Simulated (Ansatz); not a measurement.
A geometry of Sb away from equilibrium: the start of the relaxation of a generated cell, Sb placed in the AFLOW prototype A_oC8_64_f (A11, as in Ga). Method: r2SCAN (plane waves to 500 eV, PAW, scalar-relativistic; Ansatz, a program for electronic structure). Γ-centred k-mesh 7×7×6 on the run's cell (coarser than for final values), Fermi–Dirac smearing 0.05 eV.

```xyz
4
Lattice="2.6250 -4.4462 0.0000 2.6250 4.4462 0.0000 0.0000 0.0000 5.2511" Properties=species:S:1:pos:R:3 pbc="T T T"
Sb     2.6250     1.3774     3.0509
Sb     2.6250    -1.3774     2.2002
Sb     2.6250    -3.0688     4.8258
Sb     2.6250     3.0688     0.4253
```

Question: Which atoms carry the largest force, and which way does it point?

Answer: 0.33 eV/Å, on Sb1, Sb2, Sb3, Sb4 (atoms numbered as listed); on Sb2 its components are (0.00, 0.00, -0.33).

Question: What is the pressure?

Answer: +3.6 GPa, compression positive.

Question: How much energy per atom can still be gained by relaxing?

Answer: 0.39 eV/atom; the path ends in Pm-3m (No. 221) (simple cubic type).

No spin polarisation in the result. The relaxed primitive cell holds an odd number of electrons. A magnetic state may lie lower.

The run could not lose the symmetry of its start, so the end can be a saddle point.

The end of the path is a generated cell of Sb: the first start was made by placing the elements on the sites of a structure type, and the end was not matched to a known phase here, so it may be hypothetical. Known forms of Sb include space group No. 166.
